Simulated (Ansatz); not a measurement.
This Al₂GaP₃ structure is the end of a relaxation. The cell was found from a structure generator's guess, not taken from experiment.

The calculation used Ansatz, DFT PBE, scalar-relativistic, plane waves, PAW. Cutoff 420 eV, Γ-centred mesh, Gaussian smearing, no spin polarisation.

```cif
data_structure
_symmetry_space_group_name_H-M 'P 1'
_symmetry_Int_Tables_number 1
_cell_length_a 6.7306
_cell_length_b 6.7306
_cell_length_c 6.3887
_cell_angle_alpha 90.000
_cell_angle_beta 90.000
_cell_angle_gamma 120.000
_cell_volume 250.64
loop_
_atom_site_label
_atom_site_type_symbol
_atom_site_fract_x
_atom_site_fract_y
_atom_site_fract_z
_atom_site_occupancy
Al1 Al 0.00000 0.00000 0.00039 1
Al2 Al 0.66674 0.66674 0.49968 1
Al3 Al 0.33326 0.00000 0.49968 1
Al4 Al 0.00000 0.33326 0.49968 1
Ga1 Ga 0.33333 0.66667 0.00096 1
Ga2 Ga 0.66667 0.33333 0.00096 1
P1 P 0.33333 0.66667 0.37584 1
P2 P 0.00000 0.00000 0.37447 1
P3 P 0.66667 0.33333 0.37584 1
P4 P 0.66708 0.66708 0.87417 1
P5 P 0.33292 0.00000 0.87417 1
P6 P 0.00000 0.33292 0.87417 1
```

Energies over the elements count from the elements' standard structures at the same level, with no fitted energy shifts. The references include black phosphorus.

**Question.** Find its symmetry and describe it.

**Answer.** P31m (No. 157), with Al and Ga ordered on wurtzite sites. Conventional cell: a = 6.731 Å, c = 6.389 Å. Al on a site of symmetry 3m is surrounded by 4 P at 2.38–2.39 Å; Al on a site of symmetry m is surrounded by 4 P at 2.38–2.39 Å; Ga has 4 P at 2.39–2.40 Å; P on a site of symmetry 3 is surrounded by 3 Al at 2.38 Å and 1 Ga at 2.40 Å; 2 more sites not described.

**Question.** What is its formation energy per atom?

**Answer.** −0.558 eV/atom. A negative formation energy is needed for stability but isn't enough: competing phases decide.

**Question.** Is it a metal?

**Answer.** No, the gap on the 6×6×4 mesh is 1.71 eV.

The last run used a 6×6×4 mesh (in the run's order of axes) for its 12-atom cell and Gaussian smearing of 0.02 eV. Kohn–Sham gaps at this level usually fall short of measured ones. The reference form of P is held partly by dispersion forces, which this level lacks. A later test with randomly moved atoms came back to the same energy, though modes that don't fit the test's cell weren't probed.
